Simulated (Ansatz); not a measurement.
**Si, first-principles data**

Si:
```
Si
1.0
    3.84066     0.00000     0.00000
   -1.92033     3.32611     0.00000
    0.00000     0.00000    12.62151
Si
8
Direct
  0.66667   0.33333   0.65592
  0.66667   0.33333   0.84408
  0.00000   0.00000   0.90679
  0.00000   0.00000   0.09321
  0.33333   0.66667   0.15592
  0.33333   0.66667   0.34408
  0.00000   0.00000   0.40679
  0.00000   0.00000   0.59321
```

Space group P6_3/mmc (No. 194); conventional cell a = 3.841 Å, b = 3.841 Å, c = 12.622 Å, α = 90.00°, β = 90.00°, γ = 120.00°.

Method: DFT-r²SCAN in the program Ansatz with PAW potentials. Structure relaxed to zero pressure with the same functional. Other levels are named where they apply.

Cell and energy:

```yaml
volume_per_atom: 20.15 Å³
density: 2.31 g/cm³
```

Electronic structure:

```yaml
band_gap: 0.76 eV (indirect)
valence_band_maximum: at Γ
conduction_band_minimum: on the Γ–M line, 91 % of the way from Γ (6 equivalent valleys)
smallest_direct_gap_on_the_standard_path: 1.60 eV
electron_effective_mass: 0.12, 1.2, 1.5 mₑ (principal values)
Hole effective mass, band 1 of 2 at the edge: 0.76 along x, 0.60 along z (mₑ)
Hole effective mass, band 2 of 2 at the edge: 0.13 along x, 0.60 along z (mₑ)
HSE06 gap on the r²SCAN cell: 1.13 eV
```

Mechanics:

```yaml
Bulk modulus (Birch–Murnaghan fit): 967 kbar
Pressure derivative B′: 4.2
Elastic constants (relaxed ions, GPa): C11 = 196, C12 = 54.3, C13 = 38.9, C33 = 215, C44 = 57.3
mechanical_stability: stable (all eigenvalues of C positive)
hill_bulk_and_shear_moduli: 96.9 and 68.0 GPa
Young's modulus: 165 GPa
Poisson's ratio: 0.22
debye_temperature_from_the_elastic_constants: 656 K
```

The start of the workflow was typed in or built on a structure type; the Crystallography Open Database copy checked does not list it. It is not the phase usual at ambient conditions (space group No. 227). The r²SCAN relaxation kept the symmetry of its start; whether a distortion lowers the energy is not shown.

Potentials: the later of the program's two PAW sets.
